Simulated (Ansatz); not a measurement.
The cell is COD entry 1522614, as deposited and not checked against the literature; nothing was relaxed. It is an old determination, and later ones may differ. The listed cell was then made from it by scaling, straining or moving an atom.

LiPb: DFT, LDA, PAW with Ansatz's default frozen-core files, scalar-relativistic (Ansatz 0.2.0). What sets it apart from a plain run of this crystal: volume scaled by 0.98.

Command: `ansatz run input.yaml --threads 1 --pin off --max-ram 3072MiB --backend cpu --events-out ev --progress --plain --runs-dir out` The run took 3.9 s on 1 thread of Intel(R) Xeon(R) Platinum 8488C (Sapphire Rapids) (shared host), peak memory 0.44 GiB.

```yaml
crystal:
  lattice:
    - [3.4983617039, 0.0, 0.0]
    - [0.0, 3.4983617039, 0.0]
    - [0.0, 0.0, 3.4983617039]
  atoms:
    - { symbol: Li, position: [0.5, 0.5, 0.5] }
    - { symbol: Pb, position: [0.0, 0.0, 0.0] }
kpoints:
  mp_grid: { grid: [10, 10, 10] }
scf:
  occupations: { method: fermi_dirac, width: 0.03 }
hamiltonian:
  xc: lda
  pseudopotentials: { kind: paw }
output:
  forces: true
  stress: true
  eigenvalues: true
  efg: { contact_densities: true }
  write_density: true
  write_potential: true
  elf: true
  volumetric_format: npy
```

Output (standing set-up lines are left out):

```
Crystal: 2 atoms, lattice volume = 42.815 Å³
SCF iter   1: F=—  HF=-11804.664242 eV  |F-HF|=—  |Δ(HF+E_count)|=         —  Δρ=5.45e-3  dr2=6.26e-3  ethr=1.77e-3  ⟨swp⟩=5.7  Hψ=4174  notcnv=0
preconditioner: auto → none  [metal: Δε(μ)=0.008 eV  Ē_g=17.879 eV  σ=0.030 eV  W_gap=0.06  n_scr=6 (ndim 8)  ℏωp=22.0 eV  f_vac=0.000  D(μ)=0.54/eV (n_scr^D=0)  sad-step TF]
SCF iter   2: F=—  HF=-11804.659386 eV  |F-HF|=—  |Δ(HF+E_count)|=   4.86e-3  Δρ=2.63e-3  dr2=1.66e-3  ethr=3.68e-5  ⟨swp⟩=2.0  Hψ=1864  notcnv=0  defer=19
SCF iter   3: F=—  HF=-11804.658062 eV  |F-HF|=—  |Δ(HF+E_count)|=   1.32e-3  Δρ=1.92e-4  dr2=1.01e-5  ethr=9.79e-6  ⟨swp⟩=2.0  Hψ=1374  notcnv=0  defer=19
SCF iter   4: F=—  HF=-11804.658063 eV  |F-HF|=—  |Δ(HF+E_count)|=   9.37e-7  Δρ=8.04e-5  dr2=2.01e-6  ethr=5.93e-8  ⟨swp⟩=2.0  Hψ=1125  notcnv=0  defer=19
SCF iter   5: F=—  HF=-11804.658063 eV  |F-HF|=—  |Δ(HF+E_count)|=   1.30e-7  Δρ=1.96e-5  dr2=6.90e-8  ethr=1.18e-8  ⟨swp⟩=2.0  Hψ=1093  notcnv=0  defer=19
SCF iter   6: F=-11804.658063 eV  HF=-11804.658063 eV  |F-HF|=8.77e-10  |Δ(HF+E_count)|=   1.25e-7  Δρ=1.45e-6  dr2=1.31e-9  ethr=4.06e-10  ⟨swp⟩=9.8  Hψ=4471  notcnv=0
SCF 1 converged in 6 iterations: F = -11804.658063 eV  dr2 = 1.31e-9
  greatest PAW one-centre occupation: 1.000 electrons in one spin orbital (limit 2), on the Li atom at site 0 (counted from 0), in its partial waves of l = 0
SCF converged after 6 iterations
Free energy (F): -11804.658063 eV
Harris-Foulkes:  -11804.658063 eV  (|F-HF|=8.77e-10)
Internal energy: -11804.656484 eV  (E = F + TS)
E sigma→0 (E₀):  -11804.657274 eV
Entropy (-TS):   -0.001579 eV (-0.790 meV/atom)
Fermi energy:    8.309925 eV
--- Per-component energies (eV) ---
  E_band       = -138.823240
  E_kinetic    = 313.297084
  E_local      = -1226.125389  (includes V_loc(G=0)·N_el)
  E_nonlocal   = 320.427400
  E_hartree    = 475.968047
  E_xc         = -229.969798
  E_vxc        = -147.740516  (∫ρ·V_xc dr)
  E_paw        = -10122.480410  (= ΣΔE_a)
  E_vpaw       = -350.616600  (= ΣTr[D̂ρ^β])
  E_aug_tail   = 0.000060  (compensation charges beyond the density's cutoff)
  E_ewald      = -1335.695765
  E_core_change = -0.077714  (= ΣΔE_core)
  E_smearing   = -0.001579  (= −TS)
  E_closure    = -0.000000  (closes the sum)
  Σ components = -11804.658063   (vs F -11804.658063, Δ=0.00e0)
--- Forces (eV/Å), atoms counted from 1 ---
  atom   1  Li     0.00000000    -0.00000000     0.00000000
  atom   2  Pb    -0.00000000     0.00000000     0.00000000
  max |Σ_I F_I| component: 5.98e-30 eV/Å
--- Stress (GPa, compression-positive) ---
       -1.369201      -0.000000       0.000000
       -0.000000      -1.369201       0.000000
        0.000000       0.000000      -1.369201
  P = ⅓ Tr σ = -1.3692 GPa (-13.692 kbar)
--- PAW observables at the nuclei: V_zz in 10²¹ V/m², potentials from the cell's mean, atoms counted from 1 ---
  atom   1  Li V_zz =    +0.000000   η = 0.0000   by run symmetry: forbidden
            electrostatic potential = -170.636633 V   contact ρ = 91.347599 e/Å³
  atom   2  Pb V_zz =    +0.000000   η = 0.0000   by run symmetry: forbidden
            electrostatic potential = -17478.412313 V   contact ρ = 16468937.512147 e/Å³
--- Band table (eV; the first three rows and the last of 56) ---
  k-point 0: bands = ["-37.3312", "-8.5048", "-8.5048", "-8.2286", "-8.2286", "-8.2286", "-2.3689", "10.6112", "10.6112", "10.6112", "14.0973", "14.9897", "14.9897"]
  k-point 1: bands = ["-37.3310", "-8.5032", "-8.4816", "-8.2370", "-8.2370", "-8.2279", "-2.2672", "9.5402", "10.7535", "10.7535", "14.2737", "15.0740", "16.0733"]
  k-point 2: bands = ["-37.3306", "-8.4991", "-8.4212", "-8.2589", "-8.2589", "-8.2260", "-1.9702", "7.7283", "11.1690", "11.1690", "14.3434", "15.3268", "18.2688"]
  k-point 55: bands = ["-37.3266", "-8.4193", "-8.4193", "-8.4193", "-8.0885", "-8.0885", "2.5948", "7.7055", "7.7055", "7.7055", "10.8891", "10.8891", "10.8891"]
```
